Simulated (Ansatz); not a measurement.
HfSn₃S₈: computed properties

Method: Ansatz, DFT PBE, scalar-relativistic, plane waves, PAW.

Settings: cutoff 420 eV, Γ-centred mesh 12×12×1 on the computed 12-atom cell, Gaussian smearing of 0.02 eV; no spin polarisation.

The structure is relaxed at this level of theory with its symmetry kept, and needn't be the ground state of this composition.

```cif
data_structure
_symmetry_space_group_name_H-M 'P-3m1'
_symmetry_Int_Tables_number 164
_cell_length_a 3.6897
_cell_length_b 3.6897
_cell_length_c 27.2739
_cell_angle_alpha 90.000
_cell_angle_beta 90.000
_cell_angle_gamma 120.000
_cell_volume 321.56
loop_
_atom_site_label
_atom_site_type_symbol
_atom_site_symmetry_multiplicity
_atom_site_Wyckoff_symbol
_atom_site_fract_x
_atom_site_fract_y
_atom_site_fract_z
_atom_site_occupancy
Hf1 Hf 1 b 0.00000 0.00000 0.50000 1
Sn1 Sn 1 a 0.00000 0.00000 0.00000 1
Sn2 Sn 2 c 0.00000 0.00000 0.25159 1
S1 S 2 d 0.33333 0.66667 0.05436 1
S2 S 2 d 0.33333 0.66667 0.30595 1
S3 S 2 d 0.33333 0.66667 0.55240 1
S4 S 2 d 0.33333 0.66667 0.80277 1
```

| Item | Value |
| --- | --- |
| Space group | P-3m1 (No. 164) |
| Volume per atom | 26.80 Å³ |
| Formation energy from the elements' standard states (uncorrected) | -0.682 eV/atom |
| Kohn–Sham band gap | 1.21 eV, indirect from (0.000, 0.000, 0.401) to M |
| Orbital (Löwdin) character of the top 1 eV of the valence band | S 3p 96 % |
| Orbital (Löwdin) character of the lowest 1 eV of the conduction band | S 3p 45 %, Sn 5s 25 %, Hf 5d 21 %, unprojected 5 % |
| Electron masses at the edge by direction of the standard setting (m_e; one valley, along these axes only; no spin-orbit coupling) | x: 0.26; y: 0.78; z: 4.2 |
| Hole masses at the edge by direction of the standard setting (m_e; one valley, along these axes only; no spin-orbit coupling) | x: 0.47, 0.18; y: 0.47, 0.18; z: over 30, over 30 |

Spin-orbit coupling is left out, which matters for the bands of heavy elements. The cell holds layers, chains or molecules and no dispersion correction was added, so their binding is poorly described.

The cell was found from a structure generator's guess, not taken from experiment. Kohn–Sham gaps at this level usually fall short of measured ones. Löwdin shares on free-atom orbitals overweight diffuse shells in the empty bands.
